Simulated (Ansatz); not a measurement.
AlPd:
```xyz
8
Lattice="4.8503 0.0000 0.0000 0.0000 4.8503 0.0000 0.0000 0.0000 4.8503" Properties=species:S:1:pos:R:3 pbc="T T T"
Al     4.0954     4.0954     4.0954
Al     3.1801     0.7549     1.6702
Al     1.6702     3.1801     0.7549
Al     0.7549     1.6702     3.1801
Pd     0.7157     0.7157     0.7157
Pd     1.7095     4.1346     3.1409
Pd     3.1409     1.7095     4.1346
Pd     4.1346     3.1409     1.7095
```

Relaxed with PBEsol. Special points in fractions of this cell's reciprocal vectors: Γ (0.000, 0.000, 0.000); X (0.000, 0.500, 0.000); M (0.500, 0.500, 0.000); R (0.500, 0.500, 0.500); X1 (0.500, 0.000, 0.000).

Task: List the band energies nearest the Fermi level at these points for PBEsol with spin–orbit coupling in the plane-wave PAW code Ansatz.

Result: In eV from the Fermi level; about four levels below and three above (degenerate sets whole), none deeper than 8.9 eV; points with the same levels are listed once.

```json
[
 {"k": "Γ", "below": "-0.41 -0.41 -0.41 -0.41", "above": "3.92 3.92 3.92 3.92"},
 {"k": "X", "below": "-0.66 -0.66 -0.57 -0.57", "above": "1.25 1.25 1.26 1.26"},
 {"k": "M", "below": "-2.36 -2.36 -2.36 -2.36", "above": "0.34 0.34 0.34 0.34"},
 {"k": "R", "below": "-1.03 -1.03 -1.03 -1.03 -1.03 -1.03", "above": "6.61 6.61 6.72 6.72 6.72 6.72 6.72 6.72"}
]
```

Space group P2_13. The workflow started from a Materials Project entry (that database holds measured and hypothetical structures alike); the Crystallography Open Database copy checked does not list it. With Al and Pd taken as one species the cell has the higher symmetry Pa-3, so it may be an ordered model of a mixed-site phase. Whether it is the stable phase at ambient conditions was not checked. The PBEsol relaxation kept the symmetry of its start; of distortions, only those at the zone centre were tested. The run is not spin-polarised.

Potentials: the later of the program's two PAW sets.
